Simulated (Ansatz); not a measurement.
Ga₂O₃:
```cif
data_Ga4O6
_chemical_formula_sum 'Ga4 O6'
_space_group_name_H-M_alt 'P 1'
_space_group_IT_number 1
_cell_length_a 6.31272
_cell_length_b 6.31272
_cell_length_c 5.80786
_cell_angle_alpha 76.607
_cell_angle_beta 103.393
_cell_angle_gamma 152.144
loop_
_space_group_symop_operation_xyz
  'x, y, z'
loop_
_atom_site_label
_atom_site_type_symbol
_atom_site_fract_x
_atom_site_fract_y
_atom_site_fract_z
_atom_site_occupancy
Ga1 Ga 0.34129 0.65871 0.68554 1
Ga2 Ga 0.65871 0.34129 0.31446 1
Ga3 Ga 0.90948 0.09052 0.20519 1
Ga4 Ga 0.09052 0.90948 0.79481 1
O1 O 0.50375 0.49625 0.74380 1
O2 O 0.49625 0.50375 0.25620 1
O3 O 0.82667 0.17333 0.43648 1
O4 O 0.17333 0.82667 0.56352 1
O5 O 0.16420 0.83580 0.10913 1
O6 O 0.83580 0.16420 0.89087 1
```

Relaxed with r²SCAN.

Question: Decompose the optical modes at the zone centre into irreducible representations, and say which are infrared and Raman allowed.

Answer: Point group 2/m: Γ_opt = 10Ag + 4Au + 5Bg + 8Bu. Infrared: Au, Bu. Raman: Ag, Bg.

Question: Assign frequencies (DFPT, r²SCAN in the plane-wave PAW code Ansatz; without the LO–TO term).

Answer: Ag 111, Bg 114, Bg 145, Au 154, Ag 169, Ag 200, Bu 209, Bu 260, Bu 278, Au 297, Ag 318, Ag 346, Bg 352, Bu 356, Ag 409, Bu 427, Au 448, Ag 470, Bg 474, Bu 565, Ag 622, Bg 647, Ag 653, Au 657, Bu 685, Bu 739, Ag 760 cm⁻¹.

Subscripts of B labels follow the axes of the standard setting.

Space group C2/m. Symmetry was held in the r²SCAN relaxation.

Potentials: the earlier of the program's two PAW sets. The files were generated under PBE; for other functionals the program regenerates the frozen cores, and for LDA and PBEsol the local potential too.
